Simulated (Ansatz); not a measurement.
**Electric field gradients in Ni2H**

Level of theory: Ansatz 0.2.0, DFT LDA, scalar-relativistic, plane waves, PAW. Plane waves to 420 eV; Γ-centred k mesh 18×18×10; Fermi-Dirac smearing of 0.15 eV. No spin polarisation.

Relaxed structure:
```xyz
3
Lattice="2.4909 0.0000 0.0000 -1.2454 2.1572 0.0000 0.0000 0.0000 4.1177" Properties=species:S:1:pos:R:3 pbc="T T T"
Ni    0.0000    1.4381    1.0688
Ni    1.2454    0.7191    3.0489
H     0.0000    0.0000    0.0000
```

In a metal these results depend on the k mesh and the smearing. Spin polarisation was left out, and a magnetic state may lie lower.

Question: Give V_zz (10²¹ V/m²) and the asymmetry η at each distinct site.

Answer:
```
       atom V_zz     η
Ni (atom 1)  -0.324  0.00
 H (atom 3)   0.015  0.00
```

Cost: 1 run of about 0.15 core-minutes, on Arm Neoverse V2 (shared hosts).